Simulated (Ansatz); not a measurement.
**Si: energy along a strain**

Si, I4/mmm, a = 6.603 Å, c = 3.817 Å. This isn't the element's structure at ambient conditions. Ansatz: LDA, PAW, 420 eV, Γ-centred 10×10×10 mesh on 4 atoms, Gaussian smearing 0.03 eV; no spin polarisation. Cell vectors (Å): -3.301 3.301 1.908; 3.301 -3.301 1.908; 3.301 3.301 -1.908. The cell is strained by x per cent times the pattern (1 -1 0 0 0 0) in the order xx yy zz yz xz xy (engineering shears), with fractional coordinates held. y is the free energy over the start, V0 = 20.798 Å³/atom. Symmetry makes y even in x.

```tsv
x (%)	y (meV/atom)
-2.00	?
-1.00	2.50
0.00	0.00
0.50	0.63
0.75	1.41
1.25	3.91
1.50	5.63
1.75	7.67
```

Q: Fit y = c2 x² + c4 x⁴ to the other rows, get the stiffness along the pattern, and predict the missing energy.

A: Least squares on the rows shown. y = 2.501 x² + 0.001124 x⁴. The clamped-ion stiffness p·C·p = 2 × 25.01 eV × 160.2 / 20.798 Å³ = 385 GPa. At x = -2.00 the fit asked for gives 10.02 meV/atom. The run gave 10.02 meV/atom, the same to the digits shown.